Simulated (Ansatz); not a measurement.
AgI in space group P4/nmm (No. 129; Ag on 2a, I on 2c), LDA (plane waves, PAW; program Ansatz), all energies at zero smearing, with the estimated change up to a 700 eV cutoff added, with one set of potentials and settings (totals compare only within such a set). Cell of 4 atoms (2 Ag, 2 I): -29628.666 eV.

```
element                reference phase  E (eV/atom)
-------  -----------------------------  -----------
Ag       P6_3/mmc, 4 atoms in the cell   -7458.1511
I            Cmce, 4 atoms in the cell   -7355.8618
```

Formation energy per atom, worked out: (-29628.666 − 2×(-7458.1511) − 2×(-7355.8618))/4 = -0.160 eV/atom (-15 kJ per mol of atoms), at 0 K, without zero-point energy or fitted corrections.

The workflow started from a Materials Project entry (that database holds measured and hypothetical structures alike); the Crystallography Open Database copy checked does not list it. It is not the phase usual at ambient conditions (space group No. 186, 216). Symmetry was held in the LDA relaxation; whether a distortion lowers the energy is not shown. The run is not spin-polarised. A crystal of weakly bound layers computed without a dispersion correction: the cell and the soft elastic constants depend strongly on that. The references are the lowest solids computed at this level, not always the standard phases. Scalar-relativistic: spin–orbit coupling is off unless named, which matters more the heavier the elements.

Potentials: the later of the program's two PAW sets.
